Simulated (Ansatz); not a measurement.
TiO2:
```cif
data_O4Ti2
_chemical_formula_sum 'Ti2 O4'
_space_group_name_H-M_alt 'P42/mnm'
_space_group_IT_number 136
_space_group_name_Hall '-P 4n 2n'
_cell_length_a 4.64324
_cell_length_b 4.64324
_cell_length_c 2.96392
_cell_angle_alpha 90.000
_cell_angle_beta 90.000
_cell_angle_gamma 90.000
loop_
_atom_site_label
_atom_site_type_symbol
_atom_site_symmetry_multiplicity
_atom_site_Wyckoff_symbol
_atom_site_fract_x
_atom_site_fract_y
_atom_site_fract_z
_atom_site_occupancy
Ti1 Ti 2 a 0.00000 0.00000 0.00000 1
O1 O 4 f 0.30513 0.30513 0.00000 1
```

Relaxed with PBE.

Task: Which orbitals make up the states near the band edges in PBE in the plane-wave PAW code Ansatz?

Result: Top 1 eV of the valence band: O 2p 94 %. Bottom 1 eV of the conduction band: Ti 3d 88 %, O 2p 10 %. Projections are on Löwdin-orthogonalised atomic valence shells; empty p or d shells of many metals are not among them.

Task: Tabulate the density of states.

Result: States/eV per cell of 6 atoms, in 0.25 eV bins, energy from the valence-band maximum.

```csv
E (eV),total,O 2p,Ti 3d,O 2s
-5.75,0.00,0.00,0.00,0.00
-5.50,0.31,0.20,0.07,0.00
-5.25,1.58,1.03,0.41,0.02
-5.00,2.21,1.49,0.57,0.02
-4.75,5.06,3.52,1.22,0.03
-4.50,6.52,4.67,1.54,0.02
-4.25,7.21,5.27,1.68,0.02
-4.00,6.95,4.93,1.80,0.02
-3.75,4.14,2.82,1.24,0.02
-3.50,3.83,2.85,0.79,0.06
-3.25,3.81,2.93,0.69,0.06
-3.00,3.93,3.10,0.65,0.06
-2.75,4.89,3.96,0.71,0.07
-2.50,5.95,5.06,0.64,0.06
-2.25,5.14,4.37,0.59,0.05
-2.00,5.60,4.78,0.65,0.04
-1.75,5.73,4.86,0.74,0.03
-1.50,6.05,5.24,0.70,0.02
-1.25,4.91,4.35,0.48,0.02
-1.00,5.20,4.76,0.37,0.02
-0.75,4.45,4.21,0.19,0.01
-0.50,1.62,1.55,0.05,0.00
-0.25,0.77,0.74,0.02,0.00
0.00,0.16,0.15,0.01,0.00
0.25,0.00,0.00,0.00,0.00
0.50,0.00,0.00,0.00,0.00
0.75,0.00,0.00,0.00,0.00
1.00,0.00,0.00,0.00,0.00
1.25,0.00,0.00,0.00,0.00
1.50,0.00,0.00,0.00,0.00
1.75,0.00,0.00,0.00,0.00
2.00,2.27,0.11,2.13,0.01
2.25,4.67,0.36,4.24,0.02
2.50,6.91,0.73,6.04,0.03
2.75,7.15,0.84,6.17,0.04
3.00,7.42,1.03,6.26,0.04
3.25,8.01,1.16,6.71,0.02
3.50,4.45,1.07,3.25,0.01
3.75,5.37,1.43,3.74,0.01
4.00,1.18,0.32,0.80,0.00
4.25,0.57,0.15,0.38,0.01
4.50,0.27,0.04,0.20,0.03
4.75,1.89,0.17,1.40,0.25
5.00,3.73,0.50,2.67,0.42
5.25,2.80,0.48,1.94,0.27
5.50,3.50,0.72,2.35,0.29
5.75,2.18,0.52,1.43,0.15
6.00,3.98,1.06,2.58,0.22
6.25,5.57,1.74,3.53,0.15
6.50,3.46,1.14,2.16,0.08
6.75,3.61,1.25,2.22,0.04
```

Space group P4_2/mnm (rutile). The cell was relaxed with PBE under the symmetry of its start. The run is not spin-polarised.

Potentials: the later of the program's two PAW sets.
